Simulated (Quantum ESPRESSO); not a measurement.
Field gradients of MgH2 from the PAW reconstruction of the field gradient on a scalar-relativistic PBE ground state (a modified build of Quantum ESPRESSO, JTH datasets), 30 Ha, k-mesh 5×5×7 through Γ:

```yaml
crystal:
  lattice:
    - [4.56180, 0.00000, 0.00000]
    - [0.00000, 4.56180, 0.00000]
    - [0.00000, 0.00000, 3.02050]
  atoms:
    - { symbol: Mg, position: [0.00000, 0.00000, 0.00000] }
    - { symbol: Mg, position: [0.50000, 0.50000, 0.50000] }
    - { symbol: H, position: [0.30444, 0.30444, 0.00000] }
    - { symbol: H, position: [0.19556, 0.80444, 0.50000] }
    - { symbol: H, position: [0.69556, 0.69556, 0.00000] }
    - { symbol: H, position: [0.80444, 0.19556, 0.50000] }
```
The cell was made here from an entry of the Crystallography Open Database (unchecked): atoms relaxed with PBE in the measured cell (PBE without dispersion, pw.x of Quantum ESPRESSO, symmetry kept).  Stability against distortions was not tested.

Vzz is the sum of three terms, each taken along its main axis: the smooth valence density, the ions (nucleus and frozen core) with the augmentation charges of all other spheres, and the all-electron minus smooth density in the atom's own sphere. The split hangs on the datasets.  Cores are frozen. Against all-electron runs on small test molecules, this scheme's |Vzz| missed by −3 to +1 % on H. Mg had no test against all-electron runs.

```tsv
site	smooth valence density	ions and other spheres	own sphere	Vzz (a.u.)
Mg (atoms 1, 2)	-0.050	0.046	[?]	[?]
H (atoms 3, 4, 5, 6)	0.138	-0.190	[?]	[?]
```

Question: Fill in the missing entries.

Answer: 
- Mg (atoms 1, 2), own sphere: -0.067
- Mg (atoms 1, 2), Vzz (a.u.): -0.072
- H (atoms 3, 4, 5, 6), own sphere: 0.000
- H (atoms 3, 4, 5, 6), Vzz (a.u.): -0.052
